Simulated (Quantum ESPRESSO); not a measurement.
MgHfAlAg3TaGa, input and log of a self-consistent run

Computed values, not a measurement. The program is pw.x of Quantum ESPRESSO 7.5 (plane-wave density functional theory). The cell is made up: eight metal atoms on a hexagonal close-packed lattice, with elements, volume, strain and displacements drawn at random and not relaxed, so it may be unstable or far from any real phase. PseudoDojo standard norm-conserving files set the functional (PBE unless stated); there is no spin polarisation or spin-orbit coupling, the Fermi-Dirac width of 0.25 eV means electrons at about 2900 K, and the masses in the input are unused placeholders. Heavy elements are run without spin-orbit coupling, which real alloys of them have. A spin test at this wide smearing found no moment, but such smearing suppresses magnetism that the real alloy may have.

Input:

```
&control calculation='scf', pseudo_dir='./dojo.nc.sr.pbe.v0_5.standard.upf', outdir='./o', disk_io='minimal', tprnfor=.true., tstress=.true. /
&system ibrav=0, nat=8, ntyp=6, nbnd=64, ecutwfc=84.00895049, nosym=.true., tot_charge=0,
 occupations='smearing', smearing='fd', degauss=0.0183746611
/
&electrons conv_thr=1.470e-08, electron_maxstep=70, mixing_beta=0.5 /
ATOMIC_SPECIES
Ag 1.0 Ag.upf
Al 1.0 Al.upf
Ga 1.0 Ga.upf
Hf 1.0 Hf.upf
Mg 1.0 Mg.upf
Ta 1.0 Ta.upf
CELL_PARAMETERS angstrom
4.3822 -2.5243 -0.0685
-2.8908 -0.0756 -4.6476
2.9659 5.1256 0.0344
ATOMIC_POSITIONS angstrom
Mg 0.0356 0.073 -0.0798
Hf 1.4469 2.5747 0.051
Al 0.1611 1.8434 -2.2662
Ag 1.5276 4.0503 -2.3297
Ag 3.024 0.0416 0.0093
Ta 4.4948 2.547 0.0481
Ga 1.4948 -0.8361 -2.3271
Ag 2.9696 1.738 -2.3304
K_POINTS automatic
5 5 4 1 1 1
```

The log is shortened where brackets say so; the opening notice, blank lines, dates and the lines on written files are dropped, and the path of the files is cut. It prints rydbergs, bohrs and kilobars, and counts compression as positive stress. Its total energy is the free energy E - TS of the whole cell.

```
     Program PWSCF v.7.5
     Parallel version (MPI & OpenMP), running on       4 processor cores
     Number of MPI processes:                 4
     Threads/MPI process:                     1
     [start-up lines left out]
     bravais-lattice index     =            0
     lattice parameter (alat)  =       9.5577  a.u.
     unit-cell volume          =     944.2578 (a.u.)^3
     number of atoms/cell      =            8
     number of atomic types    =            6
     number of electrons       =       108.00
     number of Kohn-Sham states=           64
     kinetic-energy cutoff     =      84.0090  Ry
     charge density cutoff     =     336.0358  Ry
     scf convergence threshold =      1.5E-08
     mixing beta               =       0.5000
     number of iterations used =            8  plain     mixing
     Exchange-correlation= PBE
                           (   1   4   3   4   0   0   0)
     [axes and pseudopotential details left out]
   Cartesian axes
     site n.     atom                  positions (alat units)
         1        Mg     tau(   1) = (   0.0070388   0.0144334  -0.0157779  )
         2        Hf     tau(   2) = (   0.2860779   0.5090641   0.0100836  )
         3        Al     tau(   3) = (   0.0318523   0.3644730  -0.4480681  )
         4        Ag     tau(   4) = (   0.3020338   0.8008165  -0.4606232  )
         5        Ag     tau(   5) = (   0.5978987   0.0082251   0.0018388  )
         6        Ta     tau(   6) = (   0.8887021   0.5035873   0.0095102  )
         7        Ga     tau(   7) = (   0.2955486  -0.1653119  -0.4601092  )
         8        Ag     tau(   8) = (   0.5871429   0.3436336  -0.4607616  )
     number of k points=    50  Fermi-Dirac smearing, width (Ry)=  0.0184
                       cart. coord. in units 2pi/alat
        k(    1) = (   0.1381258   0.0447305  -0.1954659), wk =   0.0400000
        k(    2) = (   0.2440947   0.2305637  -0.2644012), wk =   0.0400000
     [further k points left out]
     Dense  grid:    98227 G-vectors     FFT dimensions: (  60,  64,  72)
     Estimated max dynamical RAM per process >     343.09 MB
     Estimated total dynamical RAM >       1.27 GB
     Initial potential from superposition of free atoms
     starting charge     107.9899, renormalised to     108.0000
     Starting wfcs are   68 randomized atomic wfcs
     total cpu time spent up to now is        5.3 secs
     per-process dynamical memory:   256.0 Mb
     Self-consistent Calculation
     iteration #  1     ecut=    84.01 Ry     beta= 0.50
     Davidson diagonalization with overlap
     ethr =  1.00E-02,  avg # of iterations =  3.7
     total cpu time spent up to now is       16.9 secs
     total energy              =   -1448.60649430 Ry
     estimated scf accuracy    <       1.63413497 Ry
     iteration #  2     ecut=    84.01 Ry     beta= 0.50
     Davidson diagonalization with overlap
     ethr =  1.51E-03,  avg # of iterations =  3.3
     total cpu time spent up to now is       28.8 secs
     total energy              =   -1449.07036393 Ry
     estimated scf accuracy    <       2.77411693 Ry
     iteration #  3     ecut=    84.01 Ry     beta= 0.50
     Davidson diagonalization with overlap
     ethr =  1.51E-03,  avg # of iterations =  2.0
     total cpu time spent up to now is       39.3 secs
     total energy              =   -1449.39981485 Ry
     estimated scf accuracy    <       0.20825185 Ry
     iteration #  4     ecut=    84.01 Ry     beta= 0.50
     Davidson diagonalization with overlap
     ethr =  1.93E-04,  avg # of iterations =  2.5
     total cpu time spent up to now is       49.6 secs
     total energy              =   -1449.42522064 Ry
     estimated scf accuracy    <       0.06263934 Ry
     iteration #  5     ecut=    84.01 Ry     beta= 0.50
     Davidson diagonalization with overlap
     ethr =  5.80E-05,  avg # of iterations =  3.9
     total cpu time spent up to now is       60.1 secs
     total energy              =   -1449.43406232 Ry
     estimated scf accuracy    <       0.01374470 Ry
     [iterations 6 to 7 left out]
     iteration #  8     ecut=    84.01 Ry     beta= 0.50
     Davidson diagonalization with overlap
     ethr =  3.07E-07,  avg # of iterations =  2.2
     total cpu time spent up to now is       93.1 secs
     total energy              =   -1449.43614490 Ry
     estimated scf accuracy    <       0.00003529 Ry
     iteration #  9     ecut=    84.01 Ry     beta= 0.50
     Davidson diagonalization with overlap
     ethr =  3.27E-08,  avg # of iterations =  3.0
     total cpu time spent up to now is      103.2 secs
     total energy              =   -1449.43614572 Ry
     estimated scf accuracy    <       0.00001349 Ry
     iteration # 10     ecut=    84.01 Ry     beta= 0.50
     Davidson diagonalization with overlap
     ethr =  1.25E-08,  avg # of iterations =  2.0
     total cpu time spent up to now is      113.2 secs
     total energy              =   -1449.43614734 Ry
     estimated scf accuracy    <       0.00000127 Ry
     iteration # 11     ecut=    84.01 Ry     beta= 0.50
     Davidson diagonalization with overlap
     ethr =  1.18E-09,  avg # of iterations =  2.7
     total cpu time spent up to now is      123.7 secs
     total energy              =   -1449.43614760 Ry
     estimated scf accuracy    <       0.00000009 Ry
     iteration # 12     ecut=    84.01 Ry     beta= 0.50
     Davidson diagonalization with overlap
     ethr =  8.33E-11,  avg # of iterations =  3.1
     total cpu time spent up to now is      133.8 secs
     End of self-consistent calculation
     [lines on levels left out]
!    total energy              =   -1449.43614762 Ry
     estimated scf accuracy    <          9.4E-09 Ry
     smearing contrib. (-TS)   =      -0.08234228 Ry
     internal energy E=F+TS    =   -1449.35380534 Ry
     The total energy is F=E-TS. E is the sum of the following terms:
     one-electron contribution =    -659.77164648 Ry
     hartree contribution      =     381.03367185 Ry
     xc contribution           =    -257.11668535 Ry
     ewald contribution        =    -913.49914536 Ry
     convergence has been achieved in  12 iterations
     Forces acting on atoms (cartesian axes, Ry/au):
     atom    1 type  5   force =     0.00050247   -0.02615758    0.01047309
     atom    2 type  4   force =     0.05368229    0.01203392    0.02110519
     atom    3 type  2   force =    -0.03276464   -0.01975463   -0.02893166
     atom    4 type  1   force =     0.00391254    0.06119451   -0.00129959
     atom    5 type  1   force =    -0.02710323   -0.01135096    0.00647081
     atom    6 type  6   force =    -0.03973949    0.02212070   -0.03253834
     atom    7 type  3   force =     0.01520986   -0.01813987    0.01226321
     atom    8 type  1   force =     0.02630020   -0.01994609    0.01245729
     Total force =     0.127738     Total SCF correction =     0.000373
     Computing stress (Cartesian axis) and pressure
          total   stress  (Ry/bohr**3)                   (kbar)     P=       86.00
   0.00047737   0.00009810   0.00009803           70.22       14.43       14.42
   0.00009810   0.00060661   0.00011268           14.43       89.24       16.58
   0.00009803   0.00011268   0.00066982           14.42       16.58       98.53
     init_run     :      5.03s CPU      5.21s WALL (       1 calls)
     electrons    :    127.27s CPU    128.50s WALL (       1 calls)
     forces       :      1.58s CPU      1.58s WALL (       1 calls)
     stress       :      5.48s CPU      5.49s WALL (       1 calls)
     [timing details left out]
     PWSCF        :   2m19.47s CPU   2m20.90s WALL
     JOB DONE.
```

In other units: free energy -19720.583 eV for the cell, pressure 8.60 GPa, largest force component 1.573 eV/Å in size. The run took 143 s of wall time with four MPI processes on a shared machine (Intel Xeon, 2023 or later, virtual cores), so the time is rough. A rerun of this cell at a higher cutoff and on a denser mesh moved values by no more than 0.002 eV in energy, 0.13 GPa in stress and 0.005 eV/Å in force, and a second program with other atomic files agreed on that cell to 2 % rms in force and 0.5 GPa in pressure.